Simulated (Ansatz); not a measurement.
**Rocksalt alloy of MgO and CaO (12 of 32 Mg sites exchanged), 64 atoms**

Ansatz, PAW, plane waves. PBEsol relaxation of volume and atoms (shape held) at the single k point (¼, ¼, ¼) without its symmetry partners; single points on the relaxed atoms at the single k point (¼, ¼, ¼) without its symmetry partners, onto which points of the small cell's zone fold. Arrangement: quasirandom. No spin–orbit coupling unless named.

Relaxed structure:

```cif
data_structure
_symmetry_space_group_name_H-M 'P 1'
_symmetry_Int_Tables_number 1
_cell_length_a 8.9106
_cell_length_b 8.9106
_cell_length_c 8.9106
_cell_angle_alpha 90.000
_cell_angle_beta 90.000
_cell_angle_gamma 90.000
_cell_volume 707.49
loop_
_atom_site_label
_atom_site_type_symbol
_atom_site_fract_x
_atom_site_fract_y
_atom_site_fract_z
_atom_site_occupancy
O1 O 0.26375 0.99887 0.98822 1
O2 O 0.26567 0.99876 0.51325 1
O3 O 0.25651 0.50027 0.99676 1
O4 O 0.26462 0.50077 0.50586 1
O5 O 0.73542 0.99872 0.99751 1
O6 O 0.73531 0.98874 0.50204 1
O7 O 0.74049 0.50098 0.99904 1
O8 O 0.73647 0.51058 0.50112 1
O9 O 0.01354 0.26110 0.99740 1
O10 O 0.00130 0.25158 0.50475 1
O11 O 0.01413 0.73809 0.99956 1
O12 O 0.99093 0.74947 0.49977 1
O13 O 0.48833 0.25247 0.98926 1
O14 O 0.50030 0.25032 0.51262 1
O15 O 0.49054 0.74779 0.99703 1
O16 O 0.50785 0.74910 0.50334 1
O17 O 0.98632 0.01188 0.24847 1
O18 O 0.99069 0.01389 0.75128 1
O19 O 0.99765 0.49018 0.23741 1
O20 O 0.99900 0.48857 0.76145 1
O21 O 0.51047 0.98967 0.24936 1
O22 O 0.50292 0.99991 0.75104 1
O23 O 0.50118 0.50904 0.24684 1
O24 O 0.50039 0.49989 0.75249 1
O25 O 0.24113 0.26180 0.23698 1
O26 O 0.25162 0.25167 0.76167 1
O27 O 0.26150 0.73831 0.23877 1
O28 O 0.26311 0.74709 0.76048 1
O29 O 0.75946 0.25574 0.25009 1
O30 O 0.74647 0.25260 0.75058 1
O31 O 0.73889 0.74705 0.25909 1
O32 O 0.73732 0.74839 0.74151 1
Ca1 Ca 0.00318 0.00430 0.99721 1
Ca2 Ca 0.99499 0.00217 0.50237 1
Ca3 Ca 0.99771 0.49815 0.50034 1
Ca4 Ca 0.25224 0.25205 0.50445 1
Ca5 Ca 0.25785 0.74766 0.50247 1
Ca6 Ca 0.74992 0.25186 0.99823 1
Ca7 Ca 0.74823 0.25038 0.50206 1
Ca8 Ca 0.74406 0.74808 0.99920 1
Ca9 Ca 0.25555 0.99955 0.24483 1
Ca10 Ca 0.99776 0.74493 0.24788 1
Ca11 Ca 0.00000 0.74779 0.75155 1
Ca12 Ca 0.50095 0.25228 0.24801 1
Mg1 Mg 0.00919 0.49592 0.99827 1
Mg2 Mg 0.49914 0.99597 0.99261 1
Mg3 Mg 0.50405 0.99318 0.50826 1
Mg4 Mg 0.49710 0.50263 0.99574 1
Mg5 Mg 0.50201 0.50562 0.50565 1
Mg6 Mg 0.25269 0.25733 0.99450 1
Mg7 Mg 0.25848 0.74310 0.99602 1
Mg8 Mg 0.73932 0.74861 0.50146 1
Mg9 Mg 0.26547 0.00385 0.75464 1
Mg10 Mg 0.25671 0.50043 0.23748 1
Mg11 Mg 0.25944 0.49722 0.75748 1
Mg12 Mg 0.74360 0.99452 0.25346 1
Mg13 Mg 0.74030 0.00061 0.74833 1
Mg14 Mg 0.74377 0.50271 0.24853 1
Mg15 Mg 0.74119 0.49906 0.75154 1
Mg16 Mg 0.99965 0.25653 0.24151 1
Mg17 Mg 0.00331 0.25333 0.75562 1
Mg18 Mg 0.49903 0.25204 0.75268 1
Mg19 Mg 0.50218 0.74634 0.24908 1
Mg20 Mg 0.50045 0.74773 0.75117 1
```

(1) What are the mean bond lengths by pair (pairs within 1.2 times the sum of covalent radii, less contacts 15 % beyond the pair's median; cation–cation pairs of compounds aside; long ionic contacts are cut short by that bound)?

(2) What gap lies between the top filled and the lowest empty level in the single points?

Answers

(1) Ca–O 2.293 ± 0.061 Å (standard deviation, 72 bonds); Mg–O 2.191 ± 0.075 Å (standard deviation, 120 bonds).

(2) r²SCAN 5.91 eV (4.3 s on NVIDIA GB300). Away from Γ this isn't the crystal's band gap.
